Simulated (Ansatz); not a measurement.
Method: Ansatz, DFT PBE, scalar-relativistic, plane waves, PAW. Settings: cutoff 420 eV, Γ-centred meshes spaced at most about 0.3 Å⁻¹, and about 0.25 Å⁻¹ or finer for metals (2π included), Gaussian smearing. No spin polarisation in the final relaxations.

All energies are static (0 K, no zero-point motion).

Two forms of LaScF were relaxed alike.

1.

```cif
data_structure
_symmetry_space_group_name_H-M 'P4/mmm'
_symmetry_Int_Tables_number 123
_cell_length_a 3.1672
_cell_length_b 3.1672
_cell_length_c 7.0326
_cell_angle_alpha 90.000
_cell_angle_beta 90.000
_cell_angle_gamma 90.000
_cell_volume 70.54
loop_
_atom_site_label
_atom_site_type_symbol
_atom_site_symmetry_multiplicity
_atom_site_Wyckoff_symbol
_atom_site_fract_x
_atom_site_fract_y
_atom_site_fract_z
_atom_site_occupancy
La1 La 1 a 0.00000 0.00000 0.00000 1
Sc1 Sc 1 b 0.00000 0.00000 0.50000 1
F1 F 1 d 0.50000 0.50000 0.50000 1
```

2.

```cif
data_structure
_symmetry_space_group_name_H-M 'P4/mmm'
_symmetry_Int_Tables_number 123
_cell_length_a 3.3727
_cell_length_b 3.3727
_cell_length_c 5.5663
_cell_angle_alpha 90.000
_cell_angle_beta 90.000
_cell_angle_gamma 90.000
_cell_volume 63.32
loop_
_atom_site_label
_atom_site_type_symbol
_atom_site_symmetry_multiplicity
_atom_site_Wyckoff_symbol
_atom_site_fract_x
_atom_site_fract_y
_atom_site_fract_z
_atom_site_occupancy
La1 La 1 b 0.00000 0.00000 0.50000 1
Sc1 Sc 1 c 0.50000 0.50000 0.00000 1
F1 F 1 a 0.00000 0.00000 0.00000 1
```

Question: Which is lower in energy, and by how much?

Answer: Cell 2 is lower, by 0.36 eV/atom. Cell 1 has space group P4/mmm (No. 123), 23.5 Å³/atom and no gap on its mesh; cell 2 has space group P4/mmm (No. 123), 21.1 Å³/atom and no gap. Counting F atoms around La and Sc (those within 1.25 times the shortest such distance or 1.15 times the sum of covalent radii; the shortest distance is added where it is long for a bond), cell 1 has La 8 from 4.2 Å, Sc 4 and cell 2 has La 2, Sc 4. The denser one is the lower, and pressure would at first widen the difference. In cell 1, La has 4 La at 3.17 Å, 2 Sc at 3.52 Å, 8 F at 4.17 Å and 4 La at 4.48 Å; Sc is surrounded by 4 F at 2.24 Å, 4 Sc at 3.17 Å and 2 La at 3.52 Å; F is surrounded by 4 Sc at 2.24 Å. In cell 2, La is surrounded by 2 F at 2.78 Å, 4 La at 3.37 Å and 8 Sc at 3.67 Å; Sc is surrounded by 4 F at 2.38 Å, 4 Sc at 3.37 Å and 8 La at 3.67 Å; around F lie 4 Sc at 2.38 Å and 2 La at 2.78 Å. Both come from invented guesses. A third cell relaxed alike, in P4/mmm, lies 132 meV/atom below the lower of the two.

In P4/mmm at 23.5 Å³/atom, P4/mmm at 21.1 Å³/atom an odd number of electrons in the primitive cell allows no gap without spin; a larger cell or a magnetic state could open one. Cells relaxed within their symmetry can be saddle points.
